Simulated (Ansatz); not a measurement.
Here is the system:

Bi₂TeSe₂:
```
CELL_PARAMETERS angstrom
      2.12090     1.22450     9.99518
     -2.12090     1.22450     9.99518
      0.00000    -2.44901     9.99518
ATOMIC_POSITIONS crystal
  Bi 0.40409 0.40409 0.40409
  Bi 0.59591 0.59591 0.59591
  Te 0.00000 0.00000 0.00000
  Se 0.78732 0.78732 0.78732
  Se 0.21268 0.21268 0.21268
```

This is the r²SCAN+D4-relaxed structure.

Q: All from r²SCAN+D4 in the plane-wave PAW code Ansatz, unless another level is named. Give the band gap.

A: 1.03 eV (direct).

Q: What about the formation energy from the elements (no fitted shifts)?

A: -0.35 eV/atom.

Q: Give the valence-band maximum.

A: at Γ.

Space group R-3m. The first step of the workflow began from a Materials Project structure, measured or hypothetical; the Crystallography Open Database files this formula in space group No. 166, but the cells were not matched. Whether it is the stable phase at ambient conditions was not checked. Symmetry was held in the r²SCAN+D4 relaxation; whether a distortion lowers the energy is not shown. The references are the lowest solids computed at this level, not always the standard phases. Spin–orbit coupling is left out wherever it is not named.

Potentials: the later of the program's two PAW sets.
